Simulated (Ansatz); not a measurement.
A: PtS$_{2}$ (CdI2 type), a = b = 3.584 Å, c = 4.656 Å, α = β = 90.00°, γ = 120.00°
B: SnO (litharge type, space group P4/nmm), a = b = 3.8371 Å, c = 4.7586 Å, α = β = γ = 90.00°
C: InSe (beta-GaS type, space group P6_3/mmc), a = 4.032 Å, b = 4.032 Å, c = 16.764 Å, α = 90.00°, β = 90.00°, γ = 120.00°

Scan: energy against volume (even scaling of the relaxed cell, symmetry kept). One method and one kind of scan serve all of them; meshes and ranges differ. All were relaxed with their symmetry unable to fall. At this level the bands of PtS2 touch or barely overlap; measurements give the solid a gap. At this level the bands of SnO touch or barely overlap; measurements give the solid a gap. PtS2 is run without spin polarisation. Spin-orbit coupling is left out.

Question: Order them by bulk modulus at fixed cell shape (fitted) (highest first) at the level PBE-D3(BJ) (plane waves to 420 eV, PAW, scalar-relativistic; Ansatz, an electronic-structure program).

Answer: A (83.6 GPa), B (48.7 GPa), C (27.9 GPa)

(Under strain, the slope of the energy per volume gives the stress and its curvature an elastic modulus.)
